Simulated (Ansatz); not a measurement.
According to the program Ansatz at the PBE level (PAW), InGaSbAs in the orthorhombic phase (Pmm2; In on 1a, As on 1b, Ga on 1d, Sb on 1c) relaxes to a = 4.358 Å, b = 4.391 Å, c = 6.231 Å. In has 4 nearest neighbours from 2.69 Å (tetrahedral); As has 4 nearest neighbours from 2.57 Å (tetrahedral); Ga has 4 nearest neighbours from 2.57 Å (tetrahedral); Sb has 4 nearest neighbours from 2.68 Å (tetrahedral). Its formation energy from the elements is -0.18 eV/atom, with no fitted shifts.

Electronic character: no gap, with almost no states at the Fermi level (zero-gap or semimetallic).

The start of the workflow was typed in or built on a structure type; neither database checked (COD, Materials Project) lists it. Whether it is the stable phase at ambient conditions was not checked. Symmetry was held in the PBE relaxation; its stability against distortions is not shown here. The references are the lowest solids computed at this level, not always the standard phases. Spin–orbit coupling is left out wherever it is not named.

Potentials: the later of the program's two PAW sets.
